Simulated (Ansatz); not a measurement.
Level: PBE, no spin polarisation; 420 eV; 8×8×8 Γ-centred mesh; fermi-dirac occupations (width 0.1 eV); Ansatz 0.2.0, fixed geometry.

Computed maps in the lattice plane spanned by a (left to right, 5.63 Å, 17 points from zero) and b (bottom to top, 5.63 Å, 17 points from zero), 90° apart, at height 0.000 along c. The fields are smooth PAW ones with compensation charges, not the true ones near nuclei.

Valence density. Digits on a logarithmic scale: 0 up to 0.03 e/Å³, each further digit a factor of 1.6, 9 from 1.3 e/Å³ up:
```
57878876444456787
88889998544456788
77799999654579987
66699999655799998
55579998766899998
54457888777899997
44445678778889986
44455677447776654
44566777447765544
46899888778765444
57999987778887544
58999986678999755
68999975569999966
77899754569999977
88876544458999888
57876544446788787
15876554444556785
```

ELF. Ten even steps from '0' (0.00) to '9' (0.89):
```
02742221133345772
77636762123222367
77348994133113434
35238984143148862
24214653464269972
13211235787358962
23333477437534421
33234683004741111
31111474003864323
21244357347743333
12698537875321123
22799624643564124
32688413414898325
74343113314998437
77632223212676367
02775433311222472
00773212332123770
```

Question: The cell is Mn$_{3}$GeP. Which atoms lie within 0.2 Å of this plane, and where (fractions of a and b)?

Answer: Mn at (0.70, 0.20), Mn at (0.20, 0.30), Mn at (0.30, 0.80), Mn at (0.80, 0.70), P at (0.00, 0.00), P at (0.50, 0.50). The whole cell:
```
CELL_PARAMETERS angstrom
0.00000 5.62825 0.00000
5.62825 0.00000 0.00000
2.81413 2.81413 -4.22014
ATOMIC_POSITIONS crystal
Ge 0.75000 0.25000 0.50000
Ge 0.25000 0.75000 0.50000
Mn 0.70000 0.20000 0.00000
Mn 0.20000 0.30000 0.00000
Mn 0.30000 0.80000 0.00000
Mn 0.80000 0.70000 0.00000
P 0.00000 0.00000 0.00000
P 0.50000 0.50000 0.00000
Mn 0.25000 0.25000 0.50000
Mn 0.75000 0.75000 0.50000
```

Origin: a known structure type with other elements, at an estimated volume, so it need not be a known compound. Caveats: no spin polarisation, so a magnetic state may lie lower; atoms or cell far from equilibrium.
